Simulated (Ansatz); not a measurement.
Ti3Al:
```
CELL_PARAMETERS angstrom
      5.61646     0.00000     0.00000
     -2.80823     4.86399     0.00000
      0.00000     0.00000     4.56568
ATOMIC_POSITIONS crystal
  Al 0.33333 0.66667 0.25000
  Al 0.66667 0.33333 0.75000
  Ti 0.83033 0.66065 0.25000
  Ti 0.16967 0.83033 0.75000
  Ti 0.33935 0.16967 0.25000
  Ti 0.16967 0.33935 0.75000
  Ti 0.83033 0.16967 0.25000
  Ti 0.66065 0.83033 0.75000
```

Relaxed with LDA. Special points in fractions of this cell's reciprocal vectors: Γ (0.000, 0.000, 0.000); M (0.500, 0.000, 0.000); K (0.333, 0.333, 0.000); A (0.000, 0.000, 0.500); L (0.500, 0.000, 0.500); H (0.333, 0.333, 0.500).

Problem. List the band energies nearest the Fermi level at these points for LDA (plane waves, PAW; program Ansatz).

Solution. In eV from the Fermi level; about four levels below and three above (degenerate sets whole), none deeper than 8.9 eV; points with the same levels are listed once.

```
k                    below                above
-  -----------------------  -------------------
Γ  -1.00 -1.00 -0.53 -0.15       0.16 0.78 0.78
M  -0.83 -0.58 -0.35 -0.31       0.57 0.59 0.77
K  -0.54 -0.54 -0.13 -0.13       0.37 0.55 0.55
A  -0.51 -0.51 -0.07 -0.07  0.58 0.58 0.58 0.58
L  -0.37 -0.37 -0.16 -0.16  0.06 0.06 0.33 0.33
H  -0.33 -0.33 -0.11 -0.11  0.61 0.61 0.93 0.93
```

Space group P6_3/mmc. The LDA relaxation kept the symmetry of its start. The run is not spin-polarised.

Potentials: the later of the program's two PAW sets.
